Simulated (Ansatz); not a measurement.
C in space group P6_3/mmc (No. 194; C on 4f, C on 4f, C on 4e), DFT-r²SCAN in the program Ansatz with PAW potentials. The conduction-band minimum lies on the Γ–M line, 73 % of the way from Γ, with 6 equivalent valleys. Second derivatives d²E/dk² of the lowest band at one valley (eV·Å²), along Cartesian directions:

```csv
direction,d²E/dk²
[100],33.69
[010],5.993
[001],11.47
[110],19.85
[101],22.59
[011],8.732
```

Problem. Find the principal effective masses, the density-of-states mass and the conductivity mass.

Solution. Off-diagonal terms follow from H_xy = H[110] − (H_xx + H_yy)/2, and m*/mₑ = 7.620 eV·Å² over each eigenvalue: 0.23, 0.66, 1.3. One valley's DOS mass (m₁m₂m₃)^(1/3) = 0.58, conductivity mass 3/(Σ 1/mᵢ) = 0.45 mₑ.

Problem. What effective density of states Nc follows at 300 K for parabolic valleys?

Solution. Nc = 2.509e19 × 6 × (0.58)^(3/2) ≈ 6.7e19 cm⁻³.

Problem. With the computed static dielectric constant 5.77 (mean of the diagonal), estimate a hydrogenic donor's binding energy and radius.

Solution. E = 13.606 eV × 0.45/5.77² ≈ 180 meV; a = 0.529 Å × ε/m* ≈ 6.8 Å. Semilocal masses tend to be too small where the gap is.

The first step of the workflow began from a Materials Project structure, measured or hypothetical. Its sites differ from those of the usual phase in this space group: another stacking or structure type. The r²SCAN relaxation kept the symmetry of its start; phonons on a q-mesh show no instability.

Potentials: the later of the program's two PAW sets.
